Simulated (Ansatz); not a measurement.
## Equation of state of PbF$_{2}$

A database entry relaxed whole under r2SCAN (Pnma):

```
Pb F
1.0
     6.41826    0.00000    0.00000
     0.00000    3.88489    0.00000
     0.00000    0.00000    7.68131
Pb F
4 8
Direct
  0.74450 0.75000 0.10439
  0.25550 0.25000 0.89561
  0.75550 0.25000 0.60439
  0.24450 0.75000 0.39561
  0.14047 0.75000 0.06381
  0.85953 0.25000 0.93619
  0.35953 0.25000 0.56381
  0.64047 0.75000 0.43619
  0.52740 0.75000 0.84785
  0.47260 0.25000 0.15215
  0.97260 0.25000 0.34785
  0.02740 0.75000 0.65215
```

The cell was scaled uniformly, its shape held, and the atoms relaxed at each volume with plane-wave PAW DFT (Ansatz 0.2.0; r2SCAN, 500 eV, 6×8×4 Γ-centred mesh, fermi-dirac occupations of width 0.020 eV; no spin, no spin-orbit coupling). One row is withheld.

```
volume (Å³/atom)  energy over the lowest (meV/atom)  pressure (GPa)
          15.003                               11.2            4.09
          15.322                                4.7            2.49
          15.641                                1.1            1.15
          15.961                                0.0            0.01
          16.280                                  ?               ?
          16.599                                3.7           -1.78
          16.918                                7.9           -2.45
```

Task: Fit the pressures of the other rows to the third-order Birch-Murnaghan form.

Result: With f = [(V₀/V)^(2/3) − 1]/2 and P = 3B₀f(1 + 2f)^(5/2)[1 + 3(B₀′ − 4)f/2], least squares gives V₀ = 15.96 Å³ an atom, B₀ = 52.5 GPa and B₀′ = 7.4; the rows miss the fit by less than 0.01 GPa. The slope of the energies differs from these pressures by less than 0.05 GPa.

Task: What does the withheld row hold?

Result: The fit gives -0.96 GPa at 16.280 Å³; the run gave -0.95 GPa and 1.0 meV an atom.

Caveats: the shape of the cell was held, so B₀ is an upper bound where the axes differ in stiffness; 0 K, fixed nuclei; the symmetry was kept, and this need not be the phase that is stable at 0 K; one mesh for all volumes; no dispersion correction, so weakly bound layers stand too far apart; pressure is positive in compression.
